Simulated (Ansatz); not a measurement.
Input and command of a plane-wave DFT calculation in Ansatz:

```yaml
crystal:
  lattice:
    - [3.8207995398, 0.0, 0.0]
    - [-1.9103997699, 3.3089094642, 0.0]
    - [0.0, 0.0, 7.0416]
  atoms:
    - { symbol: Ca, position: [0.3333333333, 0.6666666667, 0.25] }
    - { symbol: Ca, position: [0.6666666667, 0.3333333333, 0.75] }
basis:
  ecutwfc: 420
kpoints:
  mp_grid: { grid: [12, 12, 8] }
hamiltonian:
  xc: pbesol
scf:
  occupations: { method: gaussian, width: 0.15 }
output:
  forces: true
  stress: true
  eigenvalues: true
```

```bash
ansatz run input.yaml --threads 1 --pin off --max-ram 2560MiB --backend cpu --events-out ev --progress --plain --runs-dir out
```

Processor: Arm Neoverse V2, 1 thread, on a host shared with other jobs.

Q: How long does it run, and how much memory does it take?

A: About 4.5 s on 1 thread of Arm Neoverse V2, with other jobs on the host, peak memory 0.37 GiB. It solves 14 bands at 95 k points (the mesh reduced by symmetry) with about 1751 plane waves, in 6 SCF iterations.
